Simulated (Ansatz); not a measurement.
SnCl2:
```
SnCl2
1.0
    7.93849     0.00000     0.00000
    0.00000     4.30728     0.00000
    0.00000     0.00000     9.43959
Sn Cl
4 8
Direct
  0.77076   0.75000   0.56573
  0.22924   0.25000   0.43427
  0.72924   0.25000   0.06573
  0.27076   0.75000   0.93427
  0.52240   0.25000   0.84997
  0.47760   0.75000   0.15003
  0.97760   0.75000   0.34997
  0.02240   0.25000   0.65003
  0.14373   0.25000   0.07886
  0.85627   0.75000   0.92114
  0.35627   0.75000   0.57886
  0.64373   0.25000   0.42114
```

DFT-r²SCAN+D4 in the program Ansatz with PAW potentials gives a gap of 3.41 eV without spin–orbit coupling, maximum on the Y–Γ line, 38 % of the way from Y, minimum off the standard path, at k = (0.458, 0.000, 0.458) in fractions of the reciprocal vectors.

### Question
What happens when spin–orbit coupling is switched on?

### Answer
The gap drops by 0.06 eV, to 3.35 eV; maximum on the Y–Γ line, 39 % of the way from Y, minimum off the standard path, at k = (0.438, 0.000, 0.443) in fractions of the reciprocal vectors.

### Question
Give the electron effective mass with spin–orbit coupling.

### Answer
0.41, 1.5, 4.2 mₑ (principal values).

### Question
Give the hole effective mass with spin–orbit coupling.

### Answer
1.2, 1.4, 2.4 mₑ (principal values).

Space group Pnma. The first step of the workflow began from a Materials Project structure, measured or hypothetical; the Crystallography Open Database files this formula in space group No. 62, but the cells were not matched. Its standing as an ambient phase is unchecked. The cell was relaxed with r²SCAN+D4 under the symmetry of its start; whether a distortion lowers the energy is not shown.

Potentials: the later of the program's two PAW sets.
